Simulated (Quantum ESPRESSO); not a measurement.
# Mg7ZnO8: one run as intended and one with a planted mistake

Computed values, not a measurement. The program is pw.x of Quantum ESPRESSO 7.5 (plane-wave density functional theory). The cell is made up: 16 atoms on a doubled zincblende/diamond lattice, with randomly drawn elements, strain and displacements, not relaxed. PseudoDojo standard norm-conserving files (v0.5 for PBE, v0.4.1 for LDA and PBEsol) set the functional; there is no spin polarisation, spin-orbit coupling or dispersion term, and the masses in the input are unused placeholders.

Intended input:

```
&control calculation='scf', pseudo_dir='./dojo.nc.sr.pbe.v0_5.standard.upf', outdir='./o', disk_io='low', tprnfor=.true., tstress=.true. /
&system ibrav=0, nat=16, ntyp=3, nbnd=75, ecutwfc=84.00895049, nosym=.true., tot_charge=0,
 occupations='smearing', smearing='fd', degauss=0.0018374661
/
&electrons conv_thr=7.350e-09, electron_maxstep=60, /
ATOMIC_SPECIES
Mg 1.0 Mg.upf
O 1.0 O.upf
Zn 1.0 Zn.upf
CELL_PARAMETERS angstrom
4.6097 0.0 0.0
0.0 4.6097 0.0
0.0 0.0 9.2194
ATOMIC_POSITIONS angstrom
Mg -0.0186 -0.1314 0.0524
Mg 0.0404 2.32 2.2695
Mg 2.16 -0.0691 2.1243
Zn 2.3492 2.354 -0.0169
Mg 0.0747 0.0067 4.5507
Mg 0.0348 2.3026 6.9649
Mg 2.3547 -0.0465 6.7637
Mg 2.3508 2.3085 4.623
O 1.1063 1.2638 1.1
O 1.2323 3.4754 3.4206
O 3.5253 0.9953 3.4158
O 3.5322 3.4489 1.3199
O 1.1544 1.0351 5.5635
O 1.3433 3.1168 7.9414
O 3.5306 1.3705 8.1497
O 3.5988 3.4633 5.8702
K_POINTS automatic
5 5 3 1 1 1
```

The log is shortened where brackets say so; the opening notice, blank lines, dates and the lines on written files are dropped, and the path of the files is cut. It prints rydbergs, bohrs and kilobars, and counts compression as positive stress. Where no state is partly filled, the Fermi energy that it prints is only some level between the filled and the empty states on the mesh, and need not lie in the true gap.

Log of the intended run:

```
     Program PWSCF v.7.5
     Parallel version (MPI & OpenMP), running on       4 processor cores
     Number of MPI processes:                 4
     Threads/MPI process:                     1
     [start-up lines left out]
     bravais-lattice index     =            0
     lattice parameter (alat)  =       8.7111  a.u.
     unit-cell volume          =    1322.0400 (a.u.)^3
     number of atoms/cell      =           16
     number of atomic types    =            3
     number of electrons       =       138.00
     number of Kohn-Sham states=           75
     kinetic-energy cutoff     =      84.0090  Ry
     charge density cutoff     =     336.0358  Ry
     scf convergence threshold =      7.3E-09
     mixing beta               =       0.7000
     number of iterations used =            8  plain     mixing
     Exchange-correlation= PBE
                           (   1   4   3   4   0   0   0)
     [axes and pseudopotential details left out]
   Cartesian axes
     site n.     atom                  positions (alat units)
         1        Mg     tau(   1) = (  -0.0040350  -0.0285051   0.0113673  )
         2        Mg     tau(   2) = (   0.0087641   0.5032865   0.4923314  )
         3        Mg     tau(   3) = (   0.4685771  -0.0149901   0.4608326  )
         4        Zn     tau(   4) = (   0.5096210   0.5106623  -0.0036662  )
         5        Mg     tau(   5) = (   0.0162050   0.0014535   0.9872009  )
         6        Mg     tau(   6) = (   0.0075493   0.4995119   1.5109226  )
         7        Mg     tau(   7) = (   0.5108142  -0.0100874   1.4672755  )
         8        Mg     tau(   8) = (   0.5099681   0.5007918   1.0028852  )
         9        O      tau(   9) = (   0.2399939   0.2741610   0.2386272  )
        10        O      tau(  10) = (   0.2673276   0.7539319   0.7420440  )
        11        O      tau(  11) = (   0.7647569   0.2159143   0.7410027  )
        12        O      tau(  12) = (   0.7662538   0.7481832   0.2863310  )
        13        O      tau(  13) = (   0.2504284   0.2245482   1.2069115  )
        14        O      tau(  14) = (   0.2914072   0.6761394   1.7227585  )
        15        O      tau(  15) = (   0.7659067   0.2973079   1.7679459  )
        16        O      tau(  16) = (   0.7807016   0.7513070   1.2734451  )
     number of k points=    38  Fermi-Dirac smearing, width (Ry)=  0.0018
                       cart. coord. in units 2pi/alat
        k(    1) = (   0.1000000   0.1000000   0.0833333), wk =   0.0533333
        k(    2) = (   0.1000000   0.1000000  -0.2500000), wk =   0.0533333
     [further k points left out]
     Dense  grid:   137461 G-vectors     FFT dimensions: (  54,  54, 108)
     Estimated max dynamical RAM per process >     434.59 MB
     Estimated total dynamical RAM >       1.60 GB
     Initial potential from superposition of free atoms
     starting charge     137.9942, renormalised to     138.0000
     Starting wfcs are   77 randomized atomic wfcs
     total cpu time spent up to now is        5.8 secs
     per-process dynamical memory:   332.1 Mb
     Self-consistent Calculation
     iteration #  1     ecut=    84.01 Ry     beta= 0.70
     Davidson diagonalization with overlap
     ethr =  1.00E-02,  avg # of iterations =  4.9
     total cpu time spent up to now is       21.4 secs
     total energy              =   -1513.41391136 Ry
     estimated scf accuracy    <       4.76480398 Ry
     iteration #  2     ecut=    84.01 Ry     beta= 0.70
     Davidson diagonalization with overlap
     ethr =  3.45E-03,  avg # of iterations =  3.0
     total cpu time spent up to now is       37.3 secs
     total energy              =   -1514.47060277 Ry
     estimated scf accuracy    <       6.21481150 Ry
     [iterations 3 to 11 left out]
     iteration # 12     ecut=    84.01 Ry     beta= 0.70
     Davidson diagonalization with overlap
     ethr =  5.66E-11,  avg # of iterations =  2.4
     total cpu time spent up to now is      177.2 secs
     total energy              =   -1515.62790650 Ry
     estimated scf accuracy    <       0.00000002 Ry
     iteration # 13     ecut=    84.01 Ry     beta= 0.70
     Davidson diagonalization with overlap
     ethr =  1.78E-11,  avg # of iterations =  2.0
     total cpu time spent up to now is      189.9 secs
     End of self-consistent calculation
     [lines on levels left out]
     the Fermi energy is     7.1219 ev
!    total energy              =   -1515.62790650 Ry
     estimated scf accuracy    <          3.4E-09 Ry
     smearing contrib. (-TS)   =       0.00000000 Ry
     internal energy E=F+TS    =   -1515.62790650 Ry
     The total energy is F=E-TS. E is the sum of the following terms:
     one-electron contribution =   -1055.07133828 Ry
     hartree contribution      =     553.27520543 Ry
     xc contribution           =    -224.35944549 Ry
     ewald contribution        =    -789.47232816 Ry
     convergence has been achieved in  13 iterations
     Forces acting on atoms (cartesian axes, Ry/au):
     atom    1 type  1   force =     0.00867191    0.04782360   -0.02989997
     atom    2 type  1   force =    -0.00569906   -0.03998000    0.06845953
     atom    3 type  1   force =     0.04927509    0.04472812    0.05591820
     atom    4 type  3   force =     0.03046950   -0.02820591    0.08553357
     atom    5 type  1   force =    -0.04276100   -0.05786923   -0.03345892
     atom    6 type  1   force =     0.00169659   -0.04414818   -0.06039163
     atom    7 type  1   force =    -0.01875651    0.02533905    0.04248939
     atom    8 type  1   force =     0.02013987   -0.01192901   -0.03098513
     atom    9 type  2   force =     0.01526326   -0.06288592   -0.01752056
     atom   10 type  2   force =    -0.01423879   -0.03274852    0.00678906
     atom   11 type  2   force =    -0.03481449    0.05448202   -0.01761559
     atom   12 type  2   force =    -0.03060945    0.02337359   -0.07103778
     atom   13 type  2   force =     0.05324474    0.06067085    0.09330553
     atom   14 type  2   force =    -0.03715184    0.15934954   -0.02036367
     atom   15 type  2   force =     0.01493210   -0.13091480   -0.01838882
     atom   16 type  2   force =    -0.00966190   -0.00708519   -0.05283319
     Total force =     0.349646     Total SCF correction =     0.000088
     Computing stress (Cartesian axis) and pressure
          total   stress  (Ry/bohr**3)                   (kbar)     P=       42.61
   0.00043093  -0.00011171   0.00010613           63.39      -16.43       15.61
  -0.00011171   0.00012964  -0.00009111          -16.43       19.07      -13.40
   0.00010613  -0.00009111   0.00030849           15.61      -13.40       45.38
     init_run     :      5.31s CPU      5.59s WALL (       1 calls)
     electrons    :    179.75s CPU    184.18s WALL (       1 calls)
     forces       :      2.27s CPU      2.30s WALL (       1 calls)
     stress       :      7.80s CPU      8.02s WALL (       1 calls)
     [timing details left out]
     PWSCF        :   3m15.37s CPU   3m20.47s WALL
     JOB DONE.
```

A second run has one planted mistake: the plane-wave cutoff is too low. The input lines that differ, file-writing options aside:

```
- &system ibrav=0, nat=16, ntyp=3, nbnd=75, ecutwfc=84.00895049, nosym=.true., tot_charge=0,
+ &system ibrav=0, nat=16, ntyp=3, nbnd=75, ecutwfc=60.63638159, nosym=.true., tot_charge=0,
```

Its log:

```
     Program PWSCF v.7.5
     Parallel version (MPI & OpenMP), running on       4 processor cores
     Number of MPI processes:                 4
     Threads/MPI process:                     1
     [start-up lines left out]
     bravais-lattice index     =            0
     lattice parameter (alat)  =       8.7111  a.u.
     unit-cell volume          =    1322.0400 (a.u.)^3
     number of atoms/cell      =           16
     number of atomic types    =            3
     number of electrons       =       138.00
     number of Kohn-Sham states=           75
     kinetic-energy cutoff     =      60.6364  Ry
     charge density cutoff     =     242.5455  Ry
     scf convergence threshold =      7.3E-09
     mixing beta               =       0.7000
     number of iterations used =            8  plain     mixing
     Exchange-correlation= PBE
                           (   1   4   3   4   0   0   0)
     [axes and pseudopotential details left out]
   Cartesian axes
     site n.     atom                  positions (alat units)
         1        Mg     tau(   1) = (  -0.0040350  -0.0285051   0.0113673  )
         2        Mg     tau(   2) = (   0.0087641   0.5032865   0.4923314  )
         3        Mg     tau(   3) = (   0.4685771  -0.0149901   0.4608326  )
         4        Zn     tau(   4) = (   0.5096210   0.5106623  -0.0036662  )
         5        Mg     tau(   5) = (   0.0162050   0.0014535   0.9872009  )
         6        Mg     tau(   6) = (   0.0075493   0.4995119   1.5109226  )
         7        Mg     tau(   7) = (   0.5108142  -0.0100874   1.4672755  )
         8        Mg     tau(   8) = (   0.5099681   0.5007918   1.0028852  )
         9        O      tau(   9) = (   0.2399939   0.2741610   0.2386272  )
        10        O      tau(  10) = (   0.2673276   0.7539319   0.7420440  )
        11        O      tau(  11) = (   0.7647569   0.2159143   0.7410027  )
        12        O      tau(  12) = (   0.7662538   0.7481832   0.2863310  )
        13        O      tau(  13) = (   0.2504284   0.2245482   1.2069115  )
        14        O      tau(  14) = (   0.2914072   0.6761394   1.7227585  )
        15        O      tau(  15) = (   0.7659067   0.2973079   1.7679459  )
        16        O      tau(  16) = (   0.7807016   0.7513070   1.2734451  )
     number of k points=    38  Fermi-Dirac smearing, width (Ry)=  0.0018
                       cart. coord. in units 2pi/alat
        k(    1) = (   0.1000000   0.1000000   0.0833333), wk =   0.0533333
        k(    2) = (   0.1000000   0.1000000  -0.2500000), wk =   0.0533333
     [further k points left out]
     Dense  grid:    84263 G-vectors     FFT dimensions: (  45,  45,  90)
     Estimated max dynamical RAM per process >     267.26 MB
     Estimated total dynamical RAM >    1007.31 MB
     Check: negative core charge=   -0.000034
     Initial potential from superposition of free atoms
     starting charge     137.9942, renormalised to     138.0000
     Starting wfcs are   77 randomized atomic wfcs
     total cpu time spent up to now is        3.7 secs
     per-process dynamical memory:   200.2 Mb
     Self-consistent Calculation
     iteration #  1     ecut=    60.64 Ry     beta= 0.70
     Davidson diagonalization with overlap
     ethr =  1.00E-02,  avg # of iterations =  4.9
     total cpu time spent up to now is       12.8 secs
     total energy              =   -1513.08492407 Ry
     estimated scf accuracy    <       4.71726618 Ry
     iteration #  2     ecut=    60.64 Ry     beta= 0.70
     Davidson diagonalization with overlap
     ethr =  3.42E-03,  avg # of iterations =  3.0
     total cpu time spent up to now is       21.6 secs
     total energy              =   -1514.13854072 Ry
     estimated scf accuracy    <       6.04508253 Ry
     [iterations 3 to 11 left out]
     iteration # 12     ecut=    60.64 Ry     beta= 0.70
     Davidson diagonalization with overlap
     ethr =  4.90E-11,  avg # of iterations =  2.6
     total cpu time spent up to now is      108.1 secs
     total energy              =   -1515.26517223 Ry
     estimated scf accuracy    <       0.00000002 Ry
     iteration # 13     ecut=    60.64 Ry     beta= 0.70
     Davidson diagonalization with overlap
     ethr =  1.54E-11,  avg # of iterations =  2.0
     total cpu time spent up to now is      116.2 secs
     End of self-consistent calculation
     [lines on levels left out]
     the Fermi energy is     7.1218 ev
!    total energy              =   -1515.26517223 Ry
     estimated scf accuracy    <          3.2E-09 Ry
     smearing contrib. (-TS)   =       0.00000000 Ry
     internal energy E=F+TS    =   -1515.26517223 Ry
     The total energy is F=E-TS. E is the sum of the following terms:
     one-electron contribution =   -1053.78127199 Ry
     hartree contribution      =     552.22519253 Ry
     xc contribution           =    -224.23676460 Ry
     ewald contribution        =    -789.47232816 Ry
     convergence has been achieved in  13 iterations
     Forces acting on atoms (cartesian axes, Ry/au):
     atom    1 type  1   force =     0.00917579    0.04877308   -0.02977181
     atom    2 type  1   force =    -0.00547928   -0.04019105    0.07052931
     atom    3 type  1   force =     0.04924779    0.04568537    0.05552694
     atom    4 type  3   force =     0.03029952   -0.02682402    0.08566285
     atom    5 type  1   force =    -0.04317734   -0.05995508   -0.03294329
     atom    6 type  1   force =     0.00172970   -0.04468440   -0.06125040
     atom    7 type  1   force =    -0.02062748    0.02600857    0.04274041
     atom    8 type  1   force =     0.02012425   -0.01146256   -0.03102170
     atom    9 type  2   force =     0.01564726   -0.06468591   -0.01830424
     atom   10 type  2   force =    -0.01486587   -0.03420401    0.00776502
     atom   11 type  2   force =    -0.03545172    0.05595585   -0.01874499
     atom   12 type  2   force =    -0.03196674    0.02346687   -0.07236615
     atom   13 type  2   force =     0.05476426    0.06117602    0.09417648
     atom   14 type  2   force =    -0.03519277    0.15994930   -0.01920144
     atom   15 type  2   force =     0.01493057   -0.13198455   -0.01745328
     atom   16 type  2   force =    -0.00915794   -0.00702348   -0.05534368
     Total force =     0.353515     Total SCF correction =     0.000089
     Computing stress (Cartesian axis) and pressure
          total   stress  (Ry/bohr**3)                   (kbar)     P=     -310.50
  -0.00197156  -0.00011174   0.00010088         -290.03      -16.44       14.84
  -0.00011174  -0.00226904  -0.00009062          -16.44     -333.79      -13.33
   0.00010088  -0.00009062  -0.00209157           14.84      -13.33     -307.68
     init_run     :      3.44s CPU      3.61s WALL (       1 calls)
     electrons    :    109.92s CPU    112.54s WALL (       1 calls)
     forces       :      1.47s CPU      1.48s WALL (       1 calls)
     stress       :      4.77s CPU      4.77s WALL (       1 calls)
     [timing details left out]
     PWSCF        :   1m59.72s CPU   2m 2.55s WALL
     JOB DONE.
```

|  | intended run | run with the mistake |
| --- | --- | --- |
| free energy (eV) | -20621.168 | -20616.233 |
| smearing term -TS (eV) | 0.0000 | 0.0000 |
| pressure (GPa) | 4.26 | -31.05 |
| largest force component (eV/Å) | 4.097 | 4.112 |
| largest change of a force component (eV/Å) |  | 0.065 |
| iterations | 13 | 13 |

For scale, a rerun of the intended cell at 1437 eV and a 7 x 7 x 5 mesh moved values by no more than 0.007 eV in energy, 0.05 GPa in stress and 0.005 eV/Å in force.